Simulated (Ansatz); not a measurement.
Input:

Cu:
```cif
data_Cu3
_chemical_formula_sum 'Cu3'
_space_group_name_H-M_alt 'P 1'
_space_group_IT_number 1
_cell_length_a 4.12817
_cell_length_b 4.12817
_cell_length_c 2.47517
_cell_angle_alpha 90.000
_cell_angle_beta 90.000
_cell_angle_gamma 120.000
loop_
_space_group_symop_operation_xyz
  'x, y, z'
loop_
_atom_site_label
_atom_site_type_symbol
_atom_site_fract_x
_atom_site_fract_y
_atom_site_fract_z
_atom_site_occupancy
Cu1 Cu 0.00000 0.00000 0.00000 1
Cu2 Cu 0.33333 0.66667 0.50000 1
Cu3 Cu 0.66667 0.33333 0.50000 1
```

This is the PBE-relaxed structure.

Task: All from PBE in the plane-wave PAW code Ansatz, unless another level is named. Predict the highest zone-centre frequency.

Result: 241 cm⁻¹.

Task: Predict the bulk modulus (Birch–Murnaghan fit).

Result: 1350 kbar.

Space group P6/mmm. The cell is a constructed one: a structure type filled with these elements; neither database checked (COD, Materials Project) lists it. It is not the phase usual at ambient conditions (space group No. 225). The cell was relaxed with PBE under the symmetry of its start. At this level the phase is dynamically unstable (imaginary phonons). The run is not spin-polarised. As this level gives no gap, phonon frequencies hold no LO–TO term and depend on the k-mesh and smearing (Fermi–Dirac, 0.1 eV here).

Potentials: the later of the program's two PAW sets.
